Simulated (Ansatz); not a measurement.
## Density of states of Ag

```yaml
crystal:
  lattice:
    - [0.00000, 2.04310, 2.04310]
    - [2.04310, 0.00000, 2.04310]
    - [2.04310, 2.04310, 0.00000]
  atoms:
    - { symbol: Ag, position: [0.00000, 0.00000, 0.00000] }
```

The conventional cell has a = 4.086 Å, b = 4.086 Å, c = 4.086 Å, α = 90.00°, β = 90.00°, γ = 90.00°. Around Ag (atom 1) lie 12 Ag at 2.89 Å.

The cell is COD entry 9008459, as deposited and not checked against the literature; nothing was relaxed.

Method: DFT, PBE, all-electron LAPW, scalar-relativistic in Ansatz 0.2.0.

Numerical set-up: a Γ-centred 15×15×15 k mesh, Fermi–Dirac smearing of 0.03 eV, basis error target 0.5 meV/atom, no spin polarisation.

States per eV and cell, averaged over 0.6 eV, from -5.8 to 3.6 eV, with energies (bin centres) from the Fermi level; empty bins are left out. The partial columns, the largest 2 alone, are projections on Löwdin-orthogonalised atomic shells (those that the program's projection atoms carry: the occupied ones and, for some elements, an empty d or f shell; other empty shells have no column), summed over atoms of an element. Weights on diffuse s and p shells depend on that basis and aren't pure angular character.

| E (eV) | total | Ag 4d | Ag 5s |
| --- | --- | --- | --- |
| -5.6 | 2.47 | 2.33 | 0.12 |
| -5.0 | 3.04 | 2.92 | 0.10 |
| -4.4 | 2.97 | 2.82 | 0.11 |
| -3.8 | 2.93 | 2.84 | 0.07 |
| -3.2 | 2.96 | 2.89 | 0.06 |
| -2.6 | 0.22 | 0.13 | 0.09 |
| -2.0 | 0.22 | 0.09 | 0.11 |
| -1.4 | 0.23 | 0.08 | 0.14 |
| -0.8 | 0.25 | 0.06 | 0.14 |
| -0.2 | 0.27 | 0.05 | 0.15 |
| 0.4 | 0.27 | 0.04 | 0.14 |
| 1.0 | 0.27 | 0.03 | 0.13 |
| 1.6 | 0.27 | 0.02 | 0.11 |
| 2.2 | 0.24 | 0.02 | 0.09 |
| 2.8 | 0.21 | 0.01 | 0.07 |
| 3.4 | 0.19 | 0.01 | 0.07 |

Where is the centre of the filled Ag 4d states between -14 eV and the top of the filled states?

-4.53 eV from the Fermi level.
